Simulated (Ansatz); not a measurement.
Si₃Ge: computed property card

Si3Ge:
```yaml
crystal:
  lattice:
    - [3.91387, 0.00000, 0.00000]
    - [0.00000, 3.91387, 0.00000]
    - [0.00000, 0.00000, 5.52721]
  atoms:
    - { symbol: Si, position: [0.50000, 0.00000, 0.75589] }
    - { symbol: Si, position: [0.00000, 0.00000, 0.00000] }
    - { symbol: Si, position: [0.00000, 0.50000, 0.24411] }
    - { symbol: Ge, position: [0.50000, 0.50000, 0.50000] }
```

Space group P-4m2 (No. 115); conventional cell a = b = 3.914 Å, c = 5.527 Å, α = β = γ = 90.00°.

Method: DFT-PBE in the program Ansatz with PAW potentials. Geometry: relaxed at this level of theory. Other levels are named where they apply.

Cell and energy:

Volume per atom: 21.17 Å³
Density: 3.08 g/cm³
Formation energy from the elements (no fitted shifts): 0.016 eV/atom

Electronic structure:

- Band gap: 0.39 eV (indirect)
- Valence-band maximum: at Γ
- Conduction-band minimum: at M
- Smallest direct gap on the standard path: 0.67 eV
- Electron effective mass: 0.19, 0.41, 0.41 mₑ (principal values)
- Electron effective mass with spin–orbit coupling: 0.19, 0.41, 0.41 mₑ (principal values)
- Hole effective mass, band 1 of 2 at the edge: 2.3 along x, 0.26 along z (mₑ)
- Hole effective mass, band 2 of 2 at the edge: 0.079 along x, 0.26 along z (mₑ)
- Hole effective mass with spin–orbit coupling: 0.15, 0.16, 0.25 mₑ (principal values)
- Gap with spin–orbit coupling: 0.35 eV

Mechanics:

- Bulk modulus (Birch–Murnaghan fit) = 81.4 GPa
- Pressure derivative B′ = 4.4

The start of the workflow was typed in or built on a structure type; neither database checked (COD, Materials Project) lists it. Whether it is the stable phase at ambient conditions was not checked. The cell was relaxed with PBE under the symmetry of its start; whether a distortion lowers the energy is not shown. The references are the lowest solids computed at this level, not always the standard phases. Scalar-relativistic: spin–orbit coupling is off unless named, which matters more the heavier the elements.

Potentials: the earlier of the program's two PAW sets.
